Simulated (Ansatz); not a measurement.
**Data sheet: Re2C (DFT)**

Re₂C:
```
CELL_PARAMETERS angstrom
      2.83469     0.00000     0.00000
     -1.41734     2.45491     0.00000
      0.00000     0.00000     9.82157
ATOMIC_POSITIONS crystal
  Re 0.33333 0.66667 0.60835
  Re 0.66667 0.33333 0.39165
  Re 0.66667 0.33333 0.10835
  Re 0.33333 0.66667 0.89165
  C  0.33333 0.66667 0.25000
  C  0.66667 0.33333 0.75000
```

Space group P6_3/mmc (No. 194); conventional cell a = b = 2.8347 Å, c = 9.8216 Å, α = β = 90.00°, γ = 120.00°.

Method: plane-wave PAW PBEsol (Ansatz code). Structure relaxed to zero pressure with the same functional. Other levels are named where they apply.

Cell and energy:

```yaml
volume_per_atom: 11.39 Å³
density: 18.68 g/cm³
Formation energy from the elements (no fitted shifts): -116 meV/atom
```

Electronic structure:

```yaml
electronic_character: metallic (no gap)
Density of states at the Fermi level: 0.25 states/eV per atom (mean over ±0.08 eV)
```

Mechanics:

```yaml
Elastic constants (relaxed ions, GPa): C11 = 768, C12 = 238, C13 = 218, C33 = 988, C44 = 271
mechanical_stability: stable (all eigenvalues of C positive)
hill_bulk_and_shear_moduli: 428 and 283 GPa
Young's modulus: 695 GPa
Poisson's ratio: 0.23
debye_temperature_from_the_elastic_constants: 570 K
```

The first step of the workflow began from a Materials Project structure, measured or hypothetical; the Crystallography Open Database copy checked does not list it. Its standing as an ambient phase is unchecked. The cell was relaxed with PBEsol under the symmetry of its start; its stability against distortions is not shown here. No spin polarisation was allowed. As this level gives no gap, shear constants depend on the k-mesh and smearing (Fermi–Dirac, 0.1 eV here). The references are the lowest solids computed at this level, not always the standard phases. Spin–orbit coupling is left out wherever it is not named.

Potentials: the later of the program's two PAW sets.
